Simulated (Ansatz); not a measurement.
A geometry of CoSn away from equilibrium: step 8 of the relaxation of a relaxed CoSn cell deformed by the Cartesian strain tensor (xx, yy, zz, yz, xz, xy) = (0.001, -0.090, -0.133, 0.019, 0.018, 0.043). All values below come from PBEsol (plane waves to 420 eV, PAW, scalar-relativistic; Ansatz, an electronic-structure program). Γ-centred k-mesh 7×8×9 on the run's cell (coarser than for final values), Fermi–Dirac smearing 0.05 eV.

```yaml
crystal:
  lattice:
    - [5.23812, 0.02733, 0.01195]
    - [-2.59533, 4.46684, 0.01308]
    - [0.00934, 0.01726, 4.11377]
  atoms:
    - { symbol: Co, position: [0.50000, 0.00000, 0.00000] }
    - { symbol: Co, position: [0.50000, 0.50000, 0.00000] }
    - { symbol: Co, position: [0.00000, 0.50000, 0.00000] }
    - { symbol: Sn, position: [0.00000, 0.00000, 0.00000] }
    - { symbol: Sn, position: [0.33145, 0.66512, 0.50006] }
    - { symbol: Sn, position: [0.66855, 0.33488, 0.49994] }
```

Question: Which atoms carry the largest force, and which way does it point?

Answer: 0.01 eV/Å, on Sn5, Sn6 (atoms numbered as listed); on Sn5 its components are (0.00, 0.00, 0.00).

Question: What is the pressure?

Answer: +2.9 GPa, compression positive.

No spin polarisation in the result. A magnetic state may lie lower.

The run could not lose the symmetry of its start.
